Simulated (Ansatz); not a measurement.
Given:

Be₂C (fluorite or antifluorite type, space group No. 225), a = b = c = 4.2683 Å, α = β = γ = 90.00°; the cell used has 3 atoms.

This is the LDA-relaxed structure.

**Question.** All from LDA (plane waves, PAW; program Ansatz), unless another level is named. Give the static dielectric constant ε0 (ions relaxed, cell fixed).

**Answer.** 14.0.

**Question.** Give the Born charges (a third of the trace).

**Answer.** Be +1.52, C -3.04 e.

**Question.** What about the electronic dielectric constant ε∞ (DFPT)?

**Answer.** 6.84.

Space group Fm-3m (fluorite or antifluorite type). Symmetry was held in the LDA relaxation; phonons on a q-mesh show no instability.

Potentials: the later of the program's two PAW sets.
